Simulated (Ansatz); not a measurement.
Relaxed ZnO (wurtzite):

```
ZnO
1.0
    6.55919     0.00000     0.00000
   -1.63980     2.84021     0.00000
    0.00000     0.00000     5.29330
Zn O
4 4
Direct
  0.33333   0.33333   0.00215
  0.83333   0.33333   0.00215
  0.16667   0.66667   0.50215
  0.66667   0.66667   0.50215
  0.33333   0.33333   0.62305
  0.83333   0.33333   0.62305
  0.16667   0.66667   0.12305
  0.66667   0.66667   0.12305
```

The atoms are displaced by Q × the pattern below (from a DFPT mode at M = (0.5, 0.0, 0.0), largest move 1; Q in Å), at fixed cell. (q is in reciprocal vectors of the primitive cell; the cell shown is doubled to hold the pattern.)

| atom | x | y | z |
|---|---|---|---|
| Zn1 | 0.789 | 0.456 | -0.411 |
| Zn2 | -0.789 | -0.456 | 0.411 |
| Zn3 | 0.789 | 0.456 | 0.411 |
| Zn4 | -0.789 | -0.456 | -0.411 |
| O5 | 0.069 | 0.040 | 0.122 |
| O6 | -0.069 | -0.040 | -0.122 |
| O7 | 0.069 | 0.040 | -0.122 |
| O8 | -0.069 | -0.040 | 0.122 |

Calculation: PBE (plane waves to 420 eV, PAW, scalar-relativistic; Ansatz, a first-principles code). k mesh 6×12×6 (Γ-centred), Fermi-Dirac smearing 0.05 eV. E stands for the smeared free energy. Stress and pressure are positive under compression. ZnO was relaxed with its symmetry unable to fall. ΔE is measured from the undisplaced structure.

```json
[
 {"Q (Å)": "-0.280", "ΔE (eV/cell)": "2.171", "P (GPa)": "?"},
 {"Q (Å)": "-0.233", "ΔE (eV/cell)": "1.515", "P (GPa)": "4.68"},
 {"Q (Å)": "-0.187", "ΔE (eV/cell)": "0.974", "P (GPa)": "3.00"},
 {"Q (Å)": "-0.140", "ΔE (eV/cell)": "0.550", "P (GPa)": "1.69"},
 {"Q (Å)": "-0.093", "ΔE (eV/cell)": "0.245", "P (GPa)": "?"},
 {"Q (Å)": "-0.047", "ΔE (eV/cell)": "0.061", "P (GPa)": "?"},
 {"Q (Å)": "0.000", "ΔE (eV/cell)": "0.000", "P (GPa)": "0.00"},
 {"Q (Å)": "0.047", "ΔE (eV/cell)": "0.061", "P (GPa)": "?"},
 {"Q (Å)": "0.093", "ΔE (eV/cell)": "0.245", "P (GPa)": "?"},
 {"Q (Å)": "0.140", "ΔE (eV/cell)": "0.550", "P (GPa)": "1.69"},
 {"Q (Å)": "0.187", "ΔE (eV/cell)": "0.974", "P (GPa)": "3.00"},
 {"Q (Å)": "0.233", "ΔE (eV/cell)": "1.515", "P (GPa)": "4.68"},
 {"Q (Å)": "0.280", "ΔE (eV/cell)": "2.171", "P (GPa)": "?"}
]
```

Task: Some entries are withheld; supply them.

Result: 
- -0.280, P (GPa): 6.72
- -0.093, P (GPa): 0.75
- -0.047, P (GPa): 0.19
- 0.047, P (GPa): 0.19
- 0.093, P (GPa): 0.75
- 0.280, P (GPa): 6.72

(A displaced cell: forces are minus the slopes of the energy, force constants its curvatures, and phonons follow from these.)
